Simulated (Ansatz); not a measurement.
Zr in space group P6/mmm (No. 191; Zr on 1a, Zr on 2d) at seven volumes, DFT-r²SCAN in the program Ansatz with PAW potentials, shape and atoms relaxed at each. One row is withheld.

```csv
V (Å³/atom),P (GPa)
21.056,10.74
21.750,6.66
22.445,3.11
23.139,0.00
23.833,?
24.527,-5.13
25.221,-7.23
```

Question: Fit the shown pressures and predict the withheld one.

Answer: P = (3/2)B₀(x^(7/2) − x^(5/2))[1 + (3/4)(B′ − 4)(x − 1)] with x = (V₀/V)^(2/3). Least squares on the six rows gives V₀ = 23.138 Å³/atom, B₀ = 97.1 GPa, B′ = 3.39. At V = 23.833, x = 0.9805 and P = -2.73 GPa. The run itself gave -2.73 GPa.

This is a known high-pressure phase of the composition, computed here at zero pressure and temperature. Symmetry was held in the r²SCAN relaxation; whether a distortion lowers the energy is not shown. No spin polarisation was allowed.

Potentials: the later of the program's two PAW sets.
